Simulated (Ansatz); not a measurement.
## WC: work and stress of cleavage

Method: DFT r2SCAN, scalar-relativistic, plane waves, PAW in Ansatz 0.2.0. The runs took a 500 eV cutoff, a Γ-centred 23×23×7 mesh and Gaussian smearing (0.15 eV). Spin–orbit coupling is left out, which can shift energies with elements as heavy as these. No spin polarisation. Energies are free energies at this smearing, counted from the undisturbed cell; pressure is positive in compression.

The undisturbed cell (relaxed at this level):

```
W C
1.0
    -2.91209    0.00000    0.00000
    -1.45605   -2.52195    0.00000
     0.00000    0.00000    8.50860
W C
3 3
Cartesian
  -4.3681 -2.5219 7.7994
  -4.3681 -2.5219 2.1270
  -4.3681 -2.5219 4.9632
  -2.9121 -1.6813 0.7089
  -2.9121 -1.6813 3.5451
  -2.9121 -1.6813 6.3813
```

The cut lies on the cell's a–b face, a (0 0 1) plane (indices in the standard cell, whose axes needn't be the Cartesian ones shown) of area 7.34 Å², between layers 1.42 Å apart. Vector c is lengthened by d along the normal with the atoms' Cartesian places fixed: one unrelaxed cut a cell. The traction is positive where the two halves pull on each other.

| d (Å) | energy (J/m²) | traction (GPa) |
| --- | --- | --- |
| -0.30 | 2.62 | -198.5 |
| -0.15 | 0.57 | -81.6 |
| 0.00 | 0.00 | 0.2 |
| 0.25 | 1.07 | 74.3 |
| 0.50 | 3.28 | 96.1 |
| 0.75 | 5.64 | 89.9 |
| 1.00 | 7.68 | 72.6 |
| 1.50 | 10.35 | 35.7 |
| 2.00 | 11.55 | 14.7 |
| 3.00 | 12.22 | 2.4 |
| 4.50 | 12.35 | 0.2 |
| 6.00 | 12.37 | 0.0 |

**Question.** What are the work of separation and the cleavage stress, and do they fit the universal binding curve?

**Answer.** The energy levels off near W ≈ 12.37 J/m² (the traction is down to 0.0 GPa), the energy of the two unrelaxed faces, 6.18 J/m² each on average. The largest sampled traction is 96.1 GPa at d = 0.50 Å, and a parabola through it and its two neighbours peaks at σ_max ≈ 97.2 GPa, d ≈ 0.57 Å. The curve E = W[1 − (1 + d/ℓ)exp(−d/ℓ)] peaks in traction at d = ℓ with σ_max = W/(eℓ); with 1 J/m² per Å = 10 GPa this W and σ_max give ℓ = 0.47 Å. A parabola through that curve at the same three d peaks at 0.51 Å, against 0.57 Å here, a fair fit. Real crystals break at far lower stress, because cracks concentrate it, and on the plane of lowest W, which needn't be this one.

The cut is rigid; relaxing the faces lowers these energies and usually the stresses.

In a metal these slopes depend on the k mesh and the smearing.

Cost: 12 runs of about 11 core-minutes in all, on AMD EPYC 9R45 (Zen 5) (shared hosts).